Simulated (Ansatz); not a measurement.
Ansatz input

```yaml
crystal:
  lattice:
    - [-1.5001532814, 1.5001532814, 1.5001532814]
    - [1.5001532814, -1.5001532814, 1.5001532814]
    - [1.5001532814, 1.5001532814, -1.5001532814]
  atoms:
    - { symbol: Pd, position: [0.0, 0.0, 0.0], spin: 0.5 }
hamiltonian:
  xc: pbesol
  pseudopotentials:
    kind: paw
    azcp:
      Pd: "pseudopotentials/Pd.paw.azcp"
basis:
  ecutwfc: 420
  fft_grid_basis: typed
kpoints:
  mp_grid: { grid: [16, 16, 16], shift: [0, 0, 0] }
magnetization:
  spin_polarized: true
scf:
  occupations: { method: fermi_dirac, width: 0.05 }
  lower_state_search: "off"
output:
  stress: true
  write_density: true
  write_potential: true
  elf: true
  volumetric_format: npy
```

Output

```
Warning: the record states the generating functional pbe (its physics header spells it `PBE`), which answers neither for hamiltonian.xc's functional nor for the pbesol family's — results may be inconsistent (PPs are generated against a specific XC)
Engine: ansatz 0.2.0, aarch64-unknown-linux-gnu
Pseudopotentials: kind: paw
Pseudopotential: Pd, paw, valence charge 18, recommended cutoff 420 eV (normal) 
Functional definition: PBEsol
  exchange = pbesol_x
  correlation = pbesol_c
Crystal: 1 atoms, lattice volume = 13.504 Å³
Basis set: ecut = 420 eV, 249 PW (Γ)
Bands: 14, of which v1, the nominal top of the filled ones, is band 9 counted from 1 (8 counted from 0)
Symmetry: 48 space group operations
Space group: Im-3m (ITA 229), of the structure as read, at distance tolerance 2.4e-5 Å
Magnetic group: BNS 229.140 (UNI 1642), of the structure as read, at distance tolerance 2.4e-5 Å
k-points: 145 of 4096
Non-local potential: Pd, projectors of the file, l = 0: 2, l = 1: 2, l = 2: 2, l = 3: 1
PAW form: soft (Blöchl's): semilocal exchange-correlation on the pseudo side does not see the compensation charge
PAW frozen core: Pd, regenerated for the run's functional, and the local potential with it (the file was generated under x = pbe(κ = 0.804, μ = 0.2195149727645171), c = pbe(β = 0.06672455060314922))
PAW one-centre angular grid: Pd, 590 points (default); XC on 64 Gauss nodes
Initial density: superposition of atomic densities (chi_scale 0.1, normalization cell)
Starting moments: Σ|m| = 0.5 μB on 1 of 1 site
Initial wavefunctions: pseudopotential atomic-orbital guess
Functional: x = pbesol(κ = 0.804, μ = 0.12345679012345678), c = pbesol(β = 0.046)
SCF iter   1: F=—  HF=-6907.503370 eV  |F-HF|=—  |Δ(HF+E_count)|=         —  Δρ=1.01e-1 (↑1.01e-1 ↓6.80e-2)  dr2=3.47e0  dr2_m=6.63e-2  M=0.197 μB ∫|m|=0.201 μB  β_m=0.30  ethr=3.10e-3  ⟨swp⟩=5.3  Hψ=21311  notcnv=0
SCF iter   2: F=—  HF=-6906.579153 eV  |F-HF|=—  |Δ(HF+E_count)|=   9.24e-1  Δρ=3.47e-2 (↑3.47e-2 ↓2.74e-2)  dr2=2.21e-1  dr2_m=3.48e-2  M=0.188 μB ∫|m|=0.190 μB  β_m=0.30  ethr=3.10e-3  ⟨swp⟩=2.6  Hψ=9632  notcnv=0  defer=167
SCF iter   3: F=—  HF=-6906.529374 eV  |F-HF|=—  |Δ(HF+E_count)|=   4.98e-2  Δρ=2.21e-2 (↑1.75e-2 ↓2.21e-2)  dr2=3.36e-2  dr2_m=2.40e-2  M=0.156 μB ∫|m|=0.161 μB  β_m=0.30  ethr=1.23e-3  ⟨swp⟩=2.3  Hψ=6240  notcnv=0  defer=167
SCF iter   4: F=—  HF=-6906.518010 eV  |F-HF|=—  |Δ(HF+E_count)|=   1.14e-2  Δρ=1.19e-2 (↑1.19e-2 ↓1.09e-2)  dr2=1.78e-4  dr2_m=1.61e-2  M=0.134 μB ∫|m|=0.139 μB  β_m=0.30  ethr=1.87e-4  ⟨swp⟩=2.9  Hψ=7669  notcnv=0  defer=169
SCF iter   5: F=—  HF=-6906.520068 eV  |F-HF|=—  |Δ(HF+E_count)|=   2.06e-3  Δρ=9.43e-3 (↑9.29e-3 ↓9.43e-3)  dr2=1.31e-5  dr2_m=1.08e-2  M=0.116 μB ∫|m|=0.121 μB  β_m=0.30  ethr=9.90e-7  ⟨swp⟩=1.9  Hψ=5084  notcnv=0  defer=169
SCF iter   6: F=—  HF=-6906.521490 eV  |F-HF|=—  |Δ(HF+E_count)|=   1.42e-3  Δρ=7.81e-3 (↑7.81e-3 ↓7.63e-3)  dr2=6.95e-6  dr2_m=7.38e-3  M=0.102 μB ∫|m|=0.107 μB  β_m=0.30  ethr=7.30e-8  ⟨swp⟩=2.4  Hψ=5991  notcnv=0  defer=169
SCF iter   7: F=—  HF=-6906.522453 eV  |F-HF|=—  |Δ(HF+E_count)|=   9.63e-4  Δρ=6.47e-3 (↑6.42e-3 ↓6.47e-3)  dr2=6.45e-7  dr2_m=5.14e-3  M=0.089 μB ∫|m|=0.093 μB  β_m=0.30  ethr=3.86e-8  ⟨swp⟩=2.1  Hψ=5543  notcnv=0  defer=169
...
SCF iter  14: F=-6906.525076 eV  HF=-6906.525076 eV  |F-HF|=8.19e-12  |Δ(HF+E_count)|=  6.44e-10  Δρ=1.77e-7 (↑1.74e-7 ↓1.77e-7)  dr2=1.01e-13  dr2_m=3.70e-12  M=-0.000 μB ∫|m|=0.000 μB  ethr=1.00e-12  ⟨swp⟩=3.0  Hψ=15832  notcnv=0
WARN: the starting moments were not kept: the SCF closed with an absolute magnetisation of 1.6e-6 μB, where they sum to 0.5 μB in size (1 site). That is at most 0.1 of that sum. Measured as dr2_m measures the in/out step, that magnetisation stands 8.7e-13 eV from none, at or under the dr2_threshold of 1.0e-7 eV: it is no larger than a step whose dr2_m would equal this threshold. The system may hold no moment; this SCF shows only that its start led to no more than that. To try another start: raise the starting moments (crystal.atoms[].spin, magnetization.per_species, magnetization.initial_magnetization, or on a non-collinear deck that types none of these the spinor_matrix: blocks that start its atoms; where the total moment is fixed, keep their sum and leave initial_magnetization as it is; typed ones take the place of any that the run laid by itself, positive ones on a crystal's lanthanoids without a Hubbard term where scf.initial_density.shell_occupations: [] is typed) or, if the notice of its spin-set hold's release reads "site moments contracting" or "site moments show no strong build", lengthen the hold (scf.mixing.spin_hold: { on: { confirm: 4 } }; for m-r²SCAN on two components see the key's manual first). Each may lead to a state that holds a moment. A second SCF, from the converged charge density, with the starting moments and any scf.initial_density.shell_occupations laid on it anew, would have followed, and was not run: the deck does not ask for one (magnetization.retry_lost_moments is false, the default). To let it run, set magnetization.retry_lost_moments: true and run the deck again, where that key's refused combinations let it; where memory then withholds it, that run's warning says so.
SCF 1 converged in 14 iterations: F = -6906.525076 eV  dr2 = 1.01e-13
SCF converged after 14 iterations
Magnetization: -0.0000 μB (9.0000 up, 9.0000 down)
Absolute magnetization: 0.0000 μB (∫|ρ↑−ρ↓|, with the PAW one-centre terms)
Spin contamination: 0.0000 ħ² per cell (⟨S²⟩ above its minimum at these occupations)
Per-site moments (μB) at R_I (Å): [(5.733062150809162e-7, 1.0718159522919632)]
Free energy (F): -6906.525076 eV
Harris-Foulkes:  -6906.525076 eV  (|F-HF|=8.19e-12)
Internal energy: -6906.514183 eV  (E = F + TS)
E sigma→0 (E₀):  -6906.519629 eV
Entropy (-TS):   -0.010893 eV (-10.893 meV/atom)
Fermi energy:    22.135703 eV
--- Per-component energies (eV) ---
  E_band       = -100.020795
  E_kinetic    = 516.365221
  E_local      = -1625.189139  (includes V_loc(G=0)·N_el)
  E_nonlocal   = 219.370441
  E_hartree    = 666.097371
  E_xc         = -168.823618
  E_vxc        = -212.699043  (∫ρ·V_xc dr)
  E_paw        = -3685.128047  (= ΣΔE_a)
  E_vpaw       = -330.063207  (= ΣTr[D̂ρ^β])
  E_aug_tail   = 0.000183  (compensation charges beyond the density's cutoff)
  E_ewald      = -2829.509120
  E_core_change = 0.302524  (= ΣΔE_core)
  E_smearing   = -0.010893  (= −TS)
  E_closure    = -0.000000  (closes the sum)
  Σ components = -6906.525076   (vs F -6906.525076, Δ=0.00e0)
--- Stress (GPa, compression-positive) ---
       20.761021      -0.000000       0.000000
        0.000000      20.761021       0.000000
        0.000000      -0.000000      20.761021
  P = ⅓ Tr σ = 20.7610 GPa (207.610 kbar)
--- Band table (eV; the first three rows and the last of 290) ---
  k-point 0 ↑: bands = ["-62.1829", "-27.6177", "-27.6177", "-27.6177", "14.1779", "18.7082", "18.7082", "18.7082", "21.0135", "21.0135", "41.3323", "41.3323", "41.3323", "51.1073"]
  k-point 1 ↑: bands = ["-62.1795", "-27.6404", "-27.6253", "-27.6176", "14.3414", "18.6478", "18.7093", "18.8313", "20.9397", "21.0178", "41.3353", "41.3816", "41.5474", "49.6905"]
  k-point 2 ↑: bands = ["-62.1698", "-27.7049", "-27.6471", "-27.6175", "14.8059", "18.4793", "18.7077", "19.1920", "20.7740", "21.0330", "41.1315", "41.3850", "42.1656", "48.1347"]
  k-point 144 ↓: bands = ["-62.0256", "-28.0407", "-28.0407", "-28.0407", "16.0348", "16.0348", "22.4053", "22.4053", "22.4053", "31.6153", "31.6153", "31.6153", "40.8623", "40.8623"]
```
